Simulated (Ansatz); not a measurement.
GaN (rock salt, Fm-3m), LDA (plane waves, PAW; program Ansatz). The conduction-band minimum lies at X, with 3 equivalent valleys. Second derivatives d²E/dk² of the lowest band at one valley (eV·Å²), along Cartesian directions:

| direction | d²E/dk² |
|---|---|
| [100] | 15.86 |
| [010] | 41.78 |
| [001] | 41.78 |
| [110] | 28.82 |
| [101] | 28.82 |
| [011] | 41.75 |

**Question.** Find the principal effective masses, the density-of-states mass and the conductivity mass.

**Answer.** Off-diagonal terms follow from H_xy = H[110] − (H_xx + H_yy)/2, and m*/mₑ = 7.620 eV·Å² over each eigenvalue: 0.18, 0.18, 0.48. One valley's DOS mass (m₁m₂m₃)^(1/3) = 0.25, conductivity mass 3/(Σ 1/mᵢ) = 0.23 mₑ.

**Question.** What effective density of states Nc follows at 300 K for parabolic valleys?

**Answer.** Nc = 2.509e19 × 3 × (0.25)^(3/2) ≈ 9.4e18 cm⁻³.

**Question.** With the computed static dielectric constant 51.8 (mean of the diagonal), estimate a hydrogenic donor's binding energy and radius.

**Answer.** E = 13.606 eV × 0.23/51.8² ≈ 1.2 meV; a = 0.529 Å × ε/m* ≈ 120 Å. Semilocal masses tend to be too small where the gap is.

**Question.** With ε∞ = 7.93 and ω_LO = 657 cm⁻¹, what Fröhlich coupling constant follows?

**Answer.** α = (1/ε∞ − 1/ε0) √(m* × 13.606 eV/ħω_LO) = 0.66.

This is a known high-pressure phase of the composition, computed here at zero pressure and temperature. Symmetry was held in the LDA relaxation; phonons on a q-mesh show no instability. Spin–orbit coupling is left out wherever it is not named.

Potentials: the earlier of the program's two PAW sets.
